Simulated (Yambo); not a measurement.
Yambo run on RbIO₃ (space group R3m, No. 160). The wavefunctions are LDA (Quantum ESPRESSO, PseudoDojo norm-conserving, 84 Ry, scalar-relativistic) ones on a 4×4×4 mesh (17 occupied bands); a = b = c = 4.5193 Å, α = β = γ = 89.72°.

Yambo input:

```
rim_cut
gw0
dyson
el_el_corr
HF_and_locXC
cohsex
em1s
RandQpts= 1000000
RandGvec= 1 Ry
EXXRLvcs= 84 Ry
VXCRLvcs= 336 Ry
Chimod= "HARTREE"
% BndsRnXs
 1 | 132 |
%
NGsBlkXs= 7 Ry
% LongDrXs
 1.0 | 1.0 | 1.0 |
%
ExtendOut
% QPkrange
 13 | 13 | 17 | 18 |
%
```

k points by index: 13 = Z.

Table of the .qp output:

```
#    K-point    Band    Eo [eV]    E [eV]    E-Eo [eV]    Vxc [eV]    Vnlxc [eV]    Sc|Eo [eV]    Re(Z)    Im(Z)
#
    13    17    0.000000    -2.540674    -2.540674    -16.96359    -20.41347    0.909212    1.000000    0.000000
    13    18    2.767393    2.624098    -0.143295    -13.72431    -10.04012    -3.827476    1.000000    0.000000
```
(The two width columns are left out.) Convergence of these settings isn't established.

Spin-orbit coupling is not included.

Geometry of the Materials Project entry, not relaxed at this level.

The structure is a Materials Project entry; no match was found in the copy of COD used, and its stability was not checked.
